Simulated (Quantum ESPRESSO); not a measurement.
# Different elements on one site among Ag Hf Mg Sc W

All numbers below are calculated, not measured. They come from Quantum ESPRESSO 7.5, a public plane-wave density functional program. Each row is one single-point run on a made-up periodic cell of eight metal atoms, with elements, volume, strain and displacements drawn at random and not relaxed, so a cell may be unstable or far from any real phase. There is no spin polarisation or spin-orbit coupling.

Settings: PBE unless stated; PseudoDojo standard norm-conserving files; Fermi-Dirac width 0.25 eV, which means electrons at about 2900 K; cutoff 1197 eV; 6 x 4 x 4 k mesh shifted half a step off Gamma. E is the free energy of the whole cell (internal energy minus TS), so a -TS column is already part of it. Stress is positive in tension, and the pressure P is minus a third of its trace.

Checks: one run of this series was repeated at a higher cutoff and on a denser mesh, which moved values by no more than 0.002 eV, 0.04 GPa and 0.006 eV/Å, and a second program with other atomic files agreed on it to 2 % rms in force and 0.5 GPa in pressure. Known limits: heavy elements are run without spin-orbit coupling, which real alloys of them have; a spin test at this wide smearing found no moment, but such smearing suppresses magnetism that the real alloy may have.

The lattice is face-centred cubic, and the cell vectors in Å are (-4.279, -0.038, -0.009); (-0.029, -4.154, 4.316); (0.061, 6.241, 2.168), a volume of 153.81 Å³. The elements on sites 1 to 8 are Ag Sc X Ag Mg W Hf Hf. The runs change X and keep the cell and the displaced positions. The column v is a rough volume for each atom of the pure element, close to PBE values, from general knowledge and not from these runs. Energies are left out, as each element's file has its own zero.

```
run   X  v (Å³)  -TS (eV)  force on X (eV/Å)  rms force (eV/Å)  P (GPa)
  1  Rh    14.1    -1.450              0.260             0.731    -1.80
  2  Ti    17.3    -1.749              1.278             0.636     2.50
  3  Pt    15.6         ?                  ?                 ?        ?
  4  Ir    14.5    -1.404              0.314             0.824    -2.66
  5  Ag    17.8    -1.429              0.677             0.553     2.42
```

## Worked fit

A straight line through the runs shown gives P = -22.1 + 1.398 v GPa with v in Å³, an error of 0.249 on the slope and a scatter of 0.82 GPa. At this fixed volume the pressure tends to rise with the size of X.

## Withheld run

Question: what pressure should run 3, with Pt, give?

The fit gives -0.29 ± 0.92 GPa. The calculation gave -0.99 GPa.
